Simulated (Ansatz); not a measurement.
The cell below belongs to a search over invented structures; it isn't taken from experiment.

Input and command of a plane-wave DFT calculation in Ansatz:

```yaml
crystal:
  lattice:
    - [-2.7242265995, 2.7242265995, 4.7798114738]
    - [2.7242265995, -2.7242265995, 4.7798114738]
    - [2.7242265995, 2.7242265995, -4.7798114738]
  atoms:
    - { symbol: In, position: [0.5, 0.0, 0.5] }
    - { symbol: In, position: [0.0, 0.5, 0.5] }
    - { symbol: B, position: [0.5, 0.5, 0.0] }
    - { symbol: As, position: [0.7029285982, 0.7029285982, 0.0] }
    - { symbol: As, position: [0.2970714018, 0.2970714018, 0.0] }
    - { symbol: As, position: [0.0, 0.0, 0.0] }
basis:
  ecutwfc: 420
kpoints:
  mp_grid: { grid: [10, 10, 10] }
hamiltonian:
  xc: pbe
scf:
  occupations: { method: gaussian, width: 0.1 }
output:
  forces: true
  stress: true
  eigenvalues: true
relax:
  adjacent_minimum: "off"
  f_tol: 0.01
  max_steps: 80
  cell: { stress_tol: 0.05 }
```

```bash
ansatz run input.yaml --threads 1 --pin off --max-ram 2560MiB --backend cpu --events-out ev --progress --plain --runs-dir out
```

Processor: Intel(R) Xeon(R) Processor @ 2.50GHz (Skylake/Cascade Lake), 1 thread, on a host shared with other jobs.

**Question.** How long does it run, and how much memory does it take?

**Answer.** About 9.4 min, peak memory 0.8 GiB. It solves 45 bands at 102 k points (after reduction by symmetry) with about 2865 plane waves (on the last cell), in 47 SCF iterations over 8 ionic steps.
